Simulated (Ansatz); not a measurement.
Mo (bcc (W type)), relaxed with LDA (Ansatz, a first-principles code, plane waves, PAW): a = 3.111 Å, b = 3.111 Å, c = 3.111 Å, α = 90.00°, β = 90.00°, γ = 90.00°.

```
Property              Value
--------------------  -----
B₀ by P(V) fit (GPa)    294
K_Hill (GPa)            292
G_Hill (GPa)            126
Θ_D (K)                 466
```

Problem. The same phase is relaxed and computed with PBE in the same code. What are the cell and these values now?

Solution. a = b = c = 3.160 Å, α = β = γ = 90.00°.

* **B₀ by P(V) fit (GPa)**: 260
* **K_Hill (GPa)**: 260
* **G_Hill (GPa)**: 119
* **Θ_D (K)**: 454

All cells were relaxed under the symmetry of their starts (and spin orders); stability against distortions was not tested throughout. Rows with no word on spin ran without spin polarisation. Scalar-relativistic: spin–orbit coupling is off unless named, which matters more the heavier the elements.

Potentials: the later of the program's two PAW sets.

Ansatz is a plane-wave DFT program.
